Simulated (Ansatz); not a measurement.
Ru3W:
```xyz
4
Lattice="3.8173 0.0000 0.0000 0.0000 3.8173 0.0000 0.0000 0.0000 3.8173" Properties=species:S:1:pos:R:3 pbc="T T T"
Ru     0.0000     1.9086     1.9086
Ru     1.9086     1.9086     0.0000
Ru     1.9086     0.0000     1.9086
W      0.0000     0.0000     0.0000
```

Relaxed with PBEsol. Special points in fractions of this cell's reciprocal vectors: Γ (0.000, 0.000, 0.000); X (0.000, 0.500, 0.000); M (0.500, 0.500, 0.000); R (0.500, 0.500, 0.500).

Problem. List the band energies nearest the Fermi level at these points for PBEsol in the plane-wave PAW code Ansatz.

Solution. In eV from the Fermi level; about four levels below and three above (degenerate sets whole), none deeper than 8.9 eV; points with the same levels are listed once.

| k | below | above |
|---|---|---|
| Γ | -5.72 -5.72 -5.72 -2.19 -2.19 -2.19 | 0.33 0.33 1.77 |
| X | -1.08 -0.61 -0.61 -0.48 | 0.53 0.53 0.84 |
| M | -1.12 -1.12 -0.26 -0.13 | 0.71 1.14 1.14 |
| R | -2.27 -2.27 -2.27 -2.05 -2.05 | 0.98 0.98 0.98 |

Space group Pm-3m (Cu3Au type). The cell is a constructed one: a structure type filled with these elements; neither database checked (COD, Materials Project) lists it. Whether it is the stable phase at ambient conditions was not checked. The PBEsol relaxation kept the symmetry of its start; its stability against distortions is not shown here. No spin polarisation was allowed. Scalar-relativistic: spin–orbit coupling is off unless named, which matters more the heavier the elements.

Potentials: the earlier of the program's two PAW sets. The files were generated under PBE; for other functionals the program regenerates the frozen cores, and for LDA and PBEsol the local potential too.
